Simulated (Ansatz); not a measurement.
Data:

BP:
```cif
data_B2P2
_chemical_formula_sum 'B2 P2'
_space_group_name_H-M_alt 'P 1'
_space_group_IT_number 1
_cell_length_a 3.04064
_cell_length_b 3.04064
_cell_length_c 5.04818
_cell_angle_alpha 90.000
_cell_angle_beta 90.000
_cell_angle_gamma 120.000
loop_
_space_group_symop_operation_xyz
  'x, y, z'
loop_
_atom_site_label
_atom_site_type_symbol
_atom_site_fract_x
_atom_site_fract_y
_atom_site_fract_z
_atom_site_occupancy
B1 B 0.00000 0.00000 0.00000 1
B2 B 0.00000 0.00000 0.50000 1
P1 P 0.33333 0.66667 0.25000 1
P2 P 0.66667 0.33333 0.75000 1
```

This is the PBEsol-relaxed structure.

**Question.** All from plane-wave PAW PBEsol (Ansatz code), unless another level is named. Estimate the electronic character.

**Answer.** metallic (no gap).

**Question.** And the formation energy from the elements (no fitted shifts)?

**Answer.** 0.67 eV/atom.

**Question.** Predict the density of states at the Fermi level.

**Answer.** 0.26 states/eV per atom (mean over ±0.08 eV).

Space group P6_3/mmc (NiAs type). The cell is a constructed one: a structure type filled with these elements; neither database checked (COD, Materials Project) lists it. It is not the phase usual at ambient conditions (space group No. 216). Symmetry was held in the PBEsol relaxation. At this level the phase is dynamically unstable (imaginary phonons). The references are the lowest solids computed at this level, not always the standard phases.

Potentials: the earlier of the program's two PAW sets. The files were generated under PBE; for other functionals the program regenerates the frozen cores, and for LDA and PBEsol the local potential too.
